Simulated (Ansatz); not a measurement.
Method: LDA, no spin polarisation; PAW, plane waves to 420 eV, 4×3×3 (shifted by 0.5, 0.5, 0.5 steps) mesh, fermi-dirac occupations (width 0.1 eV) (Ansatz 0.2.0), atoms fixed.

Computed maps in the lattice plane spanned by a (left to right, 5.24 Å, 16 points from zero) and c (bottom to top, 5.79 Å, 18 points from zero), 83° apart, at height 0.392 along b. The fields are smooth PAW ones with compensation charges, not the true ones near nuclei.

Valence density. Digits on a logarithmic scale: 0 up to 0.03 e/Å³, each further digit a factor of 1.6, 9 from 1.3 e/Å³ up:
```
4444344565443344
4443333444443334
4444333445544334
4444333456765444
4443333469997544
3333334589999754
3333344589999853
3233444579999743
3233455457998643
4333455445565554
5444455444445566
7654444443445678
9865444544446799
9975556765456899
9976558998556899
9975569999655799
8765458999654567
6554446787544455
```

ELF. Ten even steps from '0' (0.10) to '9' (0.89):
```
3322210001110012
1001122223311001
0000123332111111
1000022210100122
1000012003541022
1000121016985112
1001232017996101
0002453004885101
0002576201342001
2101587410000133
5311356421112566
6542133221135777
4664210000147763
1476200000047731
1476201331037741
4676202553015764
6665201442003566
6653200121001245
```

Q: The cell is Mn₂As₂H. Which atoms lie within 0.2 Å of this plane, and where (fractions of a and c)?

A: Mn at (0.65, 0.62), As at (0.97, 0.20). The whole cell:
```yaml
crystal:
  lattice:
    - [5.08273, -1.13216, 0.55018]
    - [-0.16573, 6.07213, 0.56767]
    - [-0.20336, -1.24092, 5.65512]
  atoms:
    - { symbol: Mn, position: [0.65369, 0.39167, 0.61640] }
    - { symbol: Mn, position: [0.45205, 0.29801, 0.08953] }
    - { symbol: Mn, position: [0.34862, 0.68761, 0.46704] }
    - { symbol: Mn, position: [0.05785, 0.18729, 0.75714] }
    - { symbol: As, position: [0.85041, 0.95064, 0.34892] }
    - { symbol: As, position: [0.59760, 0.89687, 0.91301] }
    - { symbol: As, position: [0.01703, 0.70821, 0.88068] }
    - { symbol: As, position: [0.96794, 0.41419, 0.19702] }
    - { symbol: H, position: [0.66646, 0.65131, 0.09297] }
    - { symbol: H, position: [0.28939, 0.27485, 0.44071] }
```

Origin: a disordered cell, so it need not be a known compound. Caveats: no spin polarisation, so a magnetic state may lie lower; the k mesh is coarse if the cell is a metal; atoms or cell far from equilibrium.
